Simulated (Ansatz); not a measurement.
## ZnIn₂O₄: do energies and stresses tell the same story?

Method: Ansatz, DFT r2SCAN, scalar-relativistic, plane waves, PAW.

Plane waves to 500 eV, a k mesh through Γ of 6×6×6 on the computed 14-atom cell and Gaussian smearing (0.02 eV); no spin polarisation.

Relaxed cell: Fd-3m, a = 8.925 Å, b = 8.925 Å, c = 8.925 Å, α = 90.00°, β = 90.00°, γ = 90.00°, 14 atoms in the primitive cell. Whether it is the stable form of this composition wasn't checked.

Energies at zero smearing and pressures from the stress tensor, at volumes with shape and atoms relaxed:
| V (Å³/atom) | E − E(first) (meV/atom) | P (GPa) |
| --- | --- | --- |
| 11.172 | 0.00 | 27.01 |
| 11.553 | -53.74 | 18.45 |
| 11.934 | -88.80 | 11.24 |
| 12.314 | -108.09 | 5.16 |
| 12.695 | -114.07 | 0.02 |
| 13.076 | -108.82 | -4.31 |
| 13.457 | -94.10 | -7.97 |
| 13.965 | -62.27 | -11.96 |

**Question.** Check P = −dE/dV between neighbouring volumes, and get the bulk modulus from the pressures alone.

**Answer.** With 1 eV/Å³ = 160.2 GPa:
```
middle V (Å³/atom)  −ΔE/ΔV (GPa) mean P (GPa)
            11.362        22.609        22.732
            11.743        14.748        14.848
            12.124         8.113         8.199
            12.505         2.515         2.589
            12.886        -2.206        -2.146
            13.267        -6.193        -6.140
            13.711       -10.042        -9.964
```

The two differ by 0.12 GPa at most. The mean of two end pressures misses the average over a step by about ΔV² P″/12, up to 0.12 GPa here; with that taken off 0.00 GPa remains. Around V = 12.695 Å³/atom, the two neighbours give B = −V ΔP/ΔV = 12.695 × 9.47 / 0.762 = 157.8 GPa, against B0 = 156.8 GPa from the Birch–Murnaghan fit of the energies.

Cost: 9 runs of about 37 core-minutes in all, on Intel Xeon Processor @ 2.50GHz (Skylake/Cascade Lake) (shared hosts).